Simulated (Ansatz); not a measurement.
The start is a relaxed La cell with every coordinate shifted by Gaussian noise of σ = 0.2 Å. Cell shape, volume and atoms are optimised at zero target pressure with PBE (plane waves to 420 eV, PAW, scalar-relativistic; Ansatz, a first-principles code). The first steps use a coarse 10×10×3 k-mesh.

Input geometry:
```
CELL_PARAMETERS angstrom
      3.77035     0.00000     0.00000
     -1.88518     3.26522     0.00000
      0.00000     0.00000    12.08105
ATOMIC_POSITIONS crystal
  La 0.02921 0.01096 0.00514
  La 0.91765 0.98120 0.48781
  La 0.27228 0.71361 0.25094
  La 0.63040 0.28531 0.74853
```

Relative to the parent: It relaxes back to the parent, P6₃/mmc (No. 194)
Band gap at the end: no gap (metallic)
Optimiser moves: 5

Final structure:

Space group P6₃/mmc (No. 194); a = b = 3.7702 Å, c = 12.0810 Å, α = β = 90.00°, γ = 120.00°

```csv
atom,site,symmetry,x,y,z
La,2a,-3m.,0.0000,0.0000,0.0000
La,2c,-6m2,0.3333,0.6667,0.2500
```

Final values are on a 4×14×14 k-mesh of the relaxed cell. No spin polarisation in the result.
